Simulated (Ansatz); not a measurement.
Ansatz (an electronic-structure program) input:

Ansatz 0.2 input:
```yaml
crystal:
  lattice:
    - [11.6733450683, 0.0, 0.0]
    - [0.0, 4.1232841418, 0.0]
    - [0.0, 0.0, 4.6496134822]
  atoms:
    - { symbol: Sn, position: [0.6209300227, 0.75, 0.3771532673] }
    - { symbol: Sn, position: [0.3790699773, 0.25, 0.6228467327] }
    - { symbol: Sn, position: [0.8790699773, 0.25, 0.8771532673] }
    - { symbol: Sn, position: [0.1209300227, 0.75, 0.1228467327] }
    - { symbol: Se, position: [0.1471991796, 0.25, 0.5145506918] }
    - { symbol: Se, position: [0.8528008204, 0.75, 0.4854493082] }
    - { symbol: Se, position: [0.3528008204, 0.75, 0.0145506918] }
    - { symbol: Se, position: [0.6471991796, 0.25, 0.9854493082] }
kpoints:
  mp_grid: { grid: [2, 4, 4] }
hamiltonian:
  xc: hse06
  pseudopotentials: { azcp: { folder: ./paw }, kind: paw }
scf:
  n_extra_bands: 8
  occupations: { method: fixed }
output:
  eigenvalues: true
  eigenstates:
    e_range: [-9.0, 9.5]
    kpoints:
      - [0.0, 0.0, 0.325521]  # VBM
      - [0.0, 0.341146, 0.0]  # CBM
      - [0.0, 0.0, 0.0]  # GAMMA
      - [0.5, 0.0, 0.0]  # X
      - [0.0, 0.0, 0.5]  # Z
      - [0.5, 0.0, 0.5]  # U
      - [0.0, 0.5, 0.0]  # Y
      - [0.5, 0.5, 0.0]  # S
      - [0.0, 0.5, 0.5]  # T
      - [0.5, 0.5, 0.5]  # R
```

Output (shortened):

```
Pseudopotential: Sn, paw, valence charge 14
Pseudopotential: Se, paw, valence charge 16
Functional definition: HSE06
davidson cushion auto → on  (no smearing: the cushion is to keep the highest requested band from converging to the state above it …
Crystal: 8 atoms, lattice volume = 223.798 Å³
Basis set: ecut = 420 eV, 4357 PW (Γ)
Bands: 68, of which v1, the nominal top of the filled ones, is band 60 counted from 1 (59 counted from 0)
Symmetry: 8 space group operations
Space group: Pnma (ITA 62), of the structure as read, at distance tolerance 6.1e-5 Å
k-points: 18 of 32
SCF iter   1: F=—  HF=-45977.479503 eV  |F-HF|=—  |Δ(HF+E_count)|=         —  Δρ=3.02e-2  dr2=2.71e0  ethr=1.00e-1  ⟨swp⟩=4.5  Hψ=3274  notcnv=0
preconditioner: auto → none
SCF iter   2: F=—  HF=-45977.224071 eV  |F-HF|=—  |Δ(HF+E_count)|=   2.55e-1  Δρ=1.50e-2  dr2=8.77e-1  ethr=2.26e-3  ⟨swp⟩=4.8  Hψ=3806  notcnv=0
SCF iter   3: F=—  HF=-45977.005085 eV  |F-HF|=—  |Δ(HF+E_count)|=   2.19e-1  Δρ=7.84e-3  dr2=9.53e-2  ethr=7.31e-4  ⟨swp⟩=3.4  Hψ=3013  notcnv=0
SCF iter   4: F=—  HF=-45977.000931 eV  |F-HF|=—  |Δ(HF+E_count)|=   4.15e-3  Δρ=1.67e-3  dr2=1.09e-2  ethr=7.95e-5  ⟨swp⟩=3.7  Hψ=3387  notcnv=0
iter 5 solved again at ethr=5.73e-7 eV; its pass at ethr=9.12e-6 eV (dr2=6.87e-4 eV) is discarded
SCF iter   5: F=—  HF=-45976.999012 eV  |F-HF|=—  |Δ(HF+E_count)|=   1.92e-3  Δρ=5.56e-4  dr2=7.48e-4  ethr=5.73e-7  ⟨swp⟩=3.4  Hψ=6256  notcnv=0
SCF iter   6: F=-45976.998942 eV  HF=-45976.998929 eV  |F-HF|=1.28e-5  |Δ(HF+E_count)|=   8.32e-5  Δρ=2.11e-4  dr2=5.61e-5  ethr=5.73e-7  ⟨swp⟩=3.2  Hψ=3364  notcnv=0
SCF 1 stopped early in 6 iterations: F = -45976.998942 eV  dr2 = 5.61e-5
Crystal: 8 atoms, lattice volume = 223.798 Å³
Exchange kernel: α = 0.2500, screened, ω = 0.2079 Å⁻¹, Wigner–Seitz truncation, v(0) = 1042.5151 eV·Å³, q-mesh 2×4×4, nearest image of the exchange supercell L …
Frozen-core exchange: fock
SCF iter   1: F=—  HF=-45999.256675 eV  |F-HF|=—  |Δ(HF+E_count)|=         —  Δρ=4.64e-3  dr2=4.85e-2  ethr=4.67e-7  ⟨swp⟩=8.7  Hψ=6801  notcnv=0
preconditioner: auto → none
SCF iter   2: F=—  HF=-45999.226120 eV  |F-HF|=—  |Δ(HF+E_count)|=   3.06e-2  Δρ=1.92e-3  dr2=1.06e-2  ethr=4.67e-7  ⟨swp⟩=4.9  Hψ=5233  notcnv=0
SCF iter   3: F=—  HF=-45999.224234 eV  |F-HF|=—  |Δ(HF+E_count)|=   1.89e-3  Δρ=7.84e-4  dr2=4.38e-3  ethr=4.67e-7  ⟨swp⟩=4.2  Hψ=4270  notcnv=0
SCF iter   4: F=—  HF=-45999.253535 eV  |F-HF|=—  |Δ(HF+E_count)|=   2.93e-2  Δρ=7.24e-4  dr2=1.13e-3  ethr=4.67e-7  ⟨swp⟩=4.6  Hψ=5173  notcnv=0
SCF iter   5: F=—  HF=-45999.253160 eV  |F-HF|=—  |Δ(HF+E_count)|=   3.75e-4  Δρ=1.23e-4  dr2=1.07e-4  ethr=4.67e-7  ⟨swp⟩=3.0  Hψ=3754  notcnv=0
SCF iter   6: F=—  HF=-45999.253825 eV  |F-HF|=—  |Δ(HF+E_count)|=   6.65e-4  Δρ=1.18e-4  dr2=3.81e-5  ethr=1.35e-8  ⟨swp⟩=4.9  Hψ=4782  notcnv=0
SCF iter   7: F=-45999.253815 eV  HF=-45999.253815 eV  |F-HF|=7.83e-8  |Δ(HF+E_count)|=   1.08e-5  Δρ=1.51e-5  dr2=3.57e-6  ethr=1.35e-8  ⟨swp⟩=3.9  Hψ=3371  notcnv=0
SCF 2 stopped early in 7 iterations: F = -45999.253815 eV  dr2 = 3.57e-6
hybrid outer 1: dexx = +3.345e-2 eV, tail = 3.21e-4 eV
Crystal: 8 atoms, lattice volume = 223.798 Å³
Exchange kernel: α = 0.2500, screened, ω = 0.2079 Å⁻¹, Wigner–Seitz truncation, v(0) = 1042.5151 eV·Å³, q-mesh 2×4×4, nearest image of the exchange supercell L …
Frozen-core exchange: fock
SCF iter   1: F=—  HF=-45999.252963 eV  |F-HF|=—  |Δ(HF+E_count)|=         —  Δρ=6.22e-5  dr2=9.47e-6  ethr=1.34e-6  ⟨swp⟩=3.1  Hψ=2828  notcnv=0
preconditioner: auto → none
SCF iter   2: F=—  HF=-45999.252973 eV  |F-HF|=—  |Δ(HF+E_count)|=   9.91e-6  Δρ=4.30e-5  dr2=4.05e-6  ethr=6.80e-9  ⟨swp⟩=4.2  Hψ=4600  notcnv=0
iter 3 solved again at ethr=2.04e-10 eV; its pass at ethr=2.97e-9 eV (dr2=2.45e-7 eV) is discarded
SCF iter   3: F=—  HF=-45999.252972 eV  |F-HF|=—  |Δ(HF+E_count)|=   1.12e-6  Δρ=1.59e-5  dr2=2.63e-7  ethr=2.04e-10  ⟨swp⟩=2.6  Hψ=5694  notcnv=0
SCF iter   4: F=-45999.252972 eV  HF=-45999.252972 eV  |F-HF|=1.38e-8  |Δ(HF+E_count)|=   1.43e-8  Δρ=3.03e-6  dr2=4.55e-8  ethr=1.99e-10  ⟨swp⟩=3.0  Hψ=3514  notcnv=0
SCF 3 converged in 4 iterations: F = -45999.252972 eV  dr2 = 4.55e-8
hybrid outer 2: dexx = +6.006e-6 eV, tail = 2.79e-7 eV, Δε = 2.33e-3 eV (about 1.10e-4 eV left of the loop's levels)
NSCF: frozen V_eff on 10 k-points
hybrid SCF converged: 2 outer / 11 inner (+6 warm-up), last move |dexx| = 6.01e-6 eV, tail = 2.79e-7 eV
Stability not checked (fock_operator)
Free energy (F): -45999.252971 eV
Frozen-core exchange: fock
Harris-Foulkes:  -45999.252971 eV  (|F-HF|=1.38e-8)
Internal energy: -45999.252971 eV  (E = F + TS)
E sigma→0 (E₀):  -45999.252971 eV
Fermi energy:    7.764809 eV
--- Per-component energies (eV) ---
  E_band       = -2273.054314
  E_kinetic    = 1102.663946
  E_local      = -15292.044942  (includes V_loc(G=0)·N_el)
  E_nonlocal   = -852.411369
  E_hartree    = 7894.462369
  E_xc         = -678.622838
  E_vxc        = -547.753914  (∫ρ·V_xc dr)
  E_exx        = -417.579427  (= α·E_x^exact, valence–valence)
  E_paw        = -25755.452109  (= ΣΔE_a)
  E_vpaw       = -1637.271104  (= ΣTr[D̂ρ^β])
  E_aug_tail   = -0.000324  (compensation charges beyond the density's cutoff)
  E_ewald      = -11997.019897
  E_core_change = -3.248380  (= ΣΔE_core)
  E_smearing   =  0.000000  (= −TS)
  E_closure    =  0.000000  (closes the sum)
  Σ components = -45999.252971   (vs F -45999.252971, Δ=0.00e0)
  [band-id]    e_kinetic+e_local+e_nonlocal+2·e_hartree+e_vxc+2·e_exx+e_vpaw+e_augmentation_tail = -2273.051825   (vs E_band -2273.054314, Δ=2.49e-3)
--- Band table (eV; the first three rows and the last of 18) ---
  k-point 0: bands = ["-43.3842", "-43.3841", "-43.3841", "-43.3841", "-43.3816", "-43.3815", "-43.3814", "-43.3814", "-43.3520", "-43.3519", "-43.3519", "-43.3519", "-43.3481", "-43.3480", "-43.3480", "-43.3479", "-43.3383", "-43.3383", "-43.3382", …
  k-point 1: bands = ["-43.3841", "-43.3841", "-43.3841", "-43.3841", "-43.3815", "-43.3815", "-43.3815", "-43.3815", "-43.3520", "-43.3520", "-43.3519", "-43.3519", "-43.3480", "-43.3480", "-43.3480", "-43.3479", "-43.3383", "-43.3382", "-43.3382", …
  k-point 2: bands = ["-43.3841", "-43.3841", "-43.3841", "-43.3841", "-43.3815", "-43.3815", "-43.3815", "-43.3815", "-43.3520", "-43.3520", "-43.3519", "-43.3519", "-43.3480", "-43.3480", "-43.3479", "-43.3479", "-43.3382", "-43.3382", "-43.3382", …
  k-point 17: bands = ["-43.3841", "-43.3841", "-43.3841", "-43.3841", "-43.3814", "-43.3814", "-43.3814", "-43.3814", "-43.3519", "-43.3519", "-43.3519", "-43.3519", "-43.3480", "-43.3480", "-43.3480", "-43.3480", "-43.3382", "-43.3382", "-43.3382", …
```

Cost: very roughly 6 core-minutes on shared cores.

The points marked VBM and CBM come from a semilocal run.

The r²SCAN+D4 relaxation kept the symmetry of its start. Scalar-relativistic: spin–orbit coupling is off unless named, which matters more the heavier the elements.

Potentials: the earlier of the program's two PAW sets. The files were generated under PBE; for other functionals the program regenerates the frozen cores, and for LDA and PBEsol the local potential too.

Ansatz is a plane-wave DFT program.
